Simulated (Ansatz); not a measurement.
# Sc3Al (Pm-3m), clamped-ion strain scan

Method: Ansatz 0.2.0, DFT PBEsol, scalar-relativistic, plane waves, PAW. Settings: plane waves to 420 eV, k-mesh 12×12×12 (Γ-centred), Gaussian smearing 0.15 eV. No spin polarisation. Energies are free energies at this smearing, counted from the undisturbed cell; pressure is positive in compression.

Zero of the scan (relaxed at this level; it needn't be the usual structure):

```
Sc Al
1.0
     4.37479    0.00000    0.00000
     0.00000    4.37479    0.00000
     0.00000    0.00000    4.37479
Sc Al
3 1
Cartesian
  2.1874 0.0000 2.1874
  0.0000 2.1874 2.1874
  2.1874 2.1874 0.0000
  0.0000 0.0000 0.0000
```

The cell is strained by ε times the Voigt pattern (1, 1, 0, 0, 0, 0) (xx, yy, zz, yz, xz, xy; engineering shear) with fractional coordinates fixed. The cell is metallic on the mesh throughout.

```tsv
ε	ΔE (meV/atom)	stress summed along the pattern (GPa, tension positive)	pressure (GPa)
-0.1500	650.2	-91.73	38.8
-0.1125	?	-58.04	?
-0.0750	?	?	14.0
-0.0375	?	?	6.0
0.0000	0.0	-0.04	0.0
0.0375	26.4	9.99	-4.3
0.0750	97.6	17.07	-7.4
0.1125	202.8	21.82	-9.6
0.1312	265.0	23.45	-10.4
0.1500	332.5	24.64	-11.1
```

**Question.** Give the withheld values.

**Answer.** ΔE (meV/atom) at ε = -0.1125: 335.3; pressure (GPa) at ε = -0.1125: 24.7; ΔE (meV/atom) at ε = -0.0750: 136.9; stress summed along the pattern (GPa, tension positive) at ε = -0.0750: -32.72; ΔE (meV/atom) at ε = -0.0375: 31.6; stress summed along the pattern (GPa, tension positive) at ε = -0.0375: -13.91.